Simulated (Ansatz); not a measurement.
The relaxed structure here is a generated cell of Co: the first start was made by placing the elements on the sites of a structure type, and the end was not matched to a known phase here, so it may be hypothetical. Known forms of Co include space group No. 194.

One stationary structure of Co. Calculation: r2SCAN (plane waves to 500 eV, PAW, scalar-relativistic; Ansatz, a program for electronic structure).

```
CELL_PARAMETERS angstrom
      0.00000     2.01573     4.35993
      1.30269     0.00000     4.35993
      1.30269     2.01573     0.00000
ATOMIC_POSITIONS crystal
  Co 0.13462 0.13462 0.86538
  Co 0.86538 0.86538 0.13462
```

Q: Find the space group and the Wyckoff positions (tolerance 0.01 Å).

A: Space group Fmmm (No. 69); a = 2.6054 Å, b = 4.0315 Å, c = 8.7199 Å, α = β = γ = 90.00°

```
atom  site  symmetry       x       y       z
----  ----  --------  ------  ------  ------
Co      8i       mm2  0.0000  0.0000  0.1346
```

Q: Give the shortest distances between elements (the closest pairs, up to four, under 3.6 Å).

A: Co–Co 2.35 Å.

```json
{
 "volume_per_atom": "11.45 Å³",
 "band_gap": "no gap (metallic)",
 "magnetic_moment": "net 1.87 μB/atom, ferromagnetic"
}
```

Spin state reached: ferromagnetic (net 1.87 μB/atom), from parallel starting moments; other spin orders were not run from this start. r2SCAN tends to overstate moments in metals.

The run could not lose the symmetry of its start: the end is stationary, and may be a saddle point rather than a minimum.
